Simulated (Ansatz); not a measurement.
Data:

TaRu (space group P4/mmm)

```
TaRu
1.0
    3.00349     0.00000     0.00000
    0.00000     3.00349     0.00000
    0.00000     0.00000     6.72853
Ta Ru
2 2
Direct
  0.50000   0.50000   0.25000
  0.50000   0.50000   0.75000
  0.00000   0.00000   0.00000
  0.00000   0.00000   0.50000
```

The atoms are displaced by Q × the pattern below (from a DFPT mode at Z = (0.0, 0.0, 0.5), largest move 1; Q in Å), at fixed cell. (q is in reciprocal vectors of the primitive cell; the cell shown is doubled to hold the pattern.)

```tsv
atom	x	y	z
Ta1	0.000	0.000	-1.000
Ta2	0.000	0.000	1.000
```

Atoms not listed stay in place.

Method: LDA (plane waves to 420 eV, PAW, scalar-relativistic; Ansatz, a program for electronic structure). k mesh 15×15×7 (Γ-centred), Fermi-Dirac smearing 0.05 eV. E stands for the smeared free energy. With partly filled bands, energies and forces of such displacements shift with the k mesh and the smearing. Spin-orbit coupling is left out, though Ta is heavy. TaRu is run without spin polarisation. TaRu was relaxed with its symmetry unable to fall. ΔE is measured from the undisplaced structure.

The scan covers Q from -0.280 to 0.280 Å in 13 points.

### Question
Is this a single well or a double well?

### Answer
A single well with its minimum at or next to zero displacement.

### Question
What is the energy change at Q = 0.280 Å?

### Answer
1543 meV/cell.

### Question
What harmonic wavenumber does the curvature at Q = 0 give?

### Answer
159 cm⁻¹.

(For displaced atoms, the force is minus the slope of the energy, and its curvature is a force constant, which sets phonon frequencies.)
